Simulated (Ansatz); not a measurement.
The calculation used Ansatz 0.2.0, DFT PBE, scalar-relativistic, plane waves, PAW. All cells share a 420 eV cutoff and Γ-centred k meshes spaced at most about 0.3 Å⁻¹ (about 0.25 or finer for metals, 2π included). No spin polarisation in the final relaxations.

Temperature and zero-point effects are left out. All come from trial cells, and lower structures may exist.

Problem. Order these relaxed structures of Y2Be2Pb by energy, lowest first, with the energy over the lowest of them.
A. Space group C2/m (No. 12), monoclinic, a = 12.822 Å, b = 3.718 Å, c = 10.378 Å, β = 120.0°. Y on its first site is surrounded by 4 Be at 2.75–3.00 Å, 2 Pb at 3.26 Å, 2 Be at 3.33 Å, 5 Y at 3.47–3.72 Å and 2 Pb at 3.51 Å; Y on its second site is surrounded by 1 Be at 2.80 Å, 4 Be at 2.98–3.03 Å, 2 Pb at 3.26 Å, 6 Y at 3.39–3.72 Å, 1 Be at 3.41 Å and 1 Pb at 3.64 Å; Be on its first site has 5 Be at 2.14–2.27 Å and 4 Y at 2.75–2.90 Å; Pb is surrounded by 4 Y at 3.26 Å, 5 Pb at 3.44–3.72 Å and 3 Y at 3.51–3.64 Å; 1 more site not described.
B. Space group P4/mmm (No. 123), tetragonal, a = 5.350 Å, c = 3.976 Å. Around Y lie 4 Be at 2.85 Å, 4 Pb at 3.33 Å and 6 Y at 3.78–3.98 Å; Be has 2 Be at 1.97–2.01 Å and 4 Y at 2.85 Å; Pb is surrounded by 8 Y at 3.33 Å.
C. Space group P-3m1 (No. 164), trigonal, a = 3.633 Å, c = 10.211 Å. Around Y lie 4 Be at 2.89–2.94 Å, 3 Pb at 3.37 Å and 6 Y at 3.63 Å; Be is surrounded by 3 Be at 2.30 Å and 4 Y at 2.89–2.94 Å; Pb has 6 Y at 3.37 Å and 6 Pb at 3.63 Å.
D. Space group I4/mmm (No. 139), tetragonal, a = 3.406 Å, c = 18.925 Å. Y has 4 Be at 2.98 Å, 4 Pb at 3.32 Å and 4 Y at 3.41 Å; Be has 4 Be at 2.41 Å and 4 Y at 2.98 Å; Pb is surrounded by 8 Y at 3.32 Å and 4 Pb at 3.41 Å.

Solution. A (0 meV/atom), B (287 meV/atom), D (359 meV/atom), C (386 meV/atom). Forms: A C2/m; B P4/mmm; D I4/mmm; C P-3m1. Counting all near atoms (those within 1.25 times the shortest distance at each site; a plus sign parts nearer from farther groups; a slash parts the counts of unlike sites): A has Y 8/10, Be 3/5, Pb 12; B has Y 4+4, Be 2, Pb 8+10; D has Y 4+8, Be 4+4, Pb 12; C has Y 4+3, Be 3, Pb 12.

These runs have no spin–orbit coupling, which can matter for Pb. Cells relaxed within their symmetry can be saddle points. The C2/m cell of Y2Be2Pb came from shaking the P-3m1 one. Some candidate types were left out of the draw beforehand, so a known form may be missing.
